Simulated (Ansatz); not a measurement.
# NbSb under compression and expansion

Space group P-6m2 (No. 187). a = 3.596 Å, b = 3.596 Å, c = 3.813 Å, α = 90.00°, β = 90.00°, γ = 120.00°
```
atom  site  symmetry       x       y       z
  Nb    1a      -6m2  0.0000  0.0000  0.0000
  Sb    1d      -6m2  0.3333  0.6667  0.5000
```

The runs use the primitive cell with vectors (3.596, 0.000, 0.000), (-1.798, 3.114, 0.000), (0.000, 0.000, 3.813) Å, to which the k mesh refers.

The cell was built from the WC type and relaxed in the same program, and has space group P-6m2; it needn't be a known or the stable phase.

No spin–orbit coupling, which matters for the heavy atoms here.

Methods: DFT, PBE, all-electron LAPW, scalar-relativistic (Ansatz 0.2.0); DFT, PBE, PAW with Ansatz's default frozen-core files, scalar-relativistic (Ansatz 0.2.0).

For LAPW: a Γ-centred 11×11×10 k mesh, Fermi–Dirac smearing of 0.05 eV, basis error target 0.25 meV/atom, no spin polarisation. PAW takes a cutoff of 420 eV at this cell. The Ansatz runs share mesh, smearing and spin set-up. Plane-wave (PAW) pressures include the program's estimate of the Pulay term.

The cell above is scaled evenly, with fractional coordinates and shape held.

```
V/V(cell)  V (Å³/atom)  P, LAPW (GPa)  P, PAW (GPa)
   0.9405       20.076           9.10          9.10
   0.9700       20.705           4.20          4.21
   1.0000       21.346          -0.02         -0.02
   1.0300       21.986              ?             ?
   1.0600       22.627          -6.63         -6.63
```

Task: Fill in the row V/V(cell) = 1.0300.

Result: P, LAPW (GPa) = -3.60, P, PAW (GPa) = -3.60.

Task: What do Birch–Murnaghan fits to the pressures give?

Result: LAPW: V0 = 21.34 Å³/atom, B0 = 129 GPa, B0′ = 4.5; PAW: V0 = 21.34 Å³/atom, B0 = 129 GPa, B0′ = 4.5.

PAW's V0 lies 0.00 % from the all-electron value and its B0 0.0 %. With shape and internal coordinates held, B0 is an upper bound to the relaxed modulus.
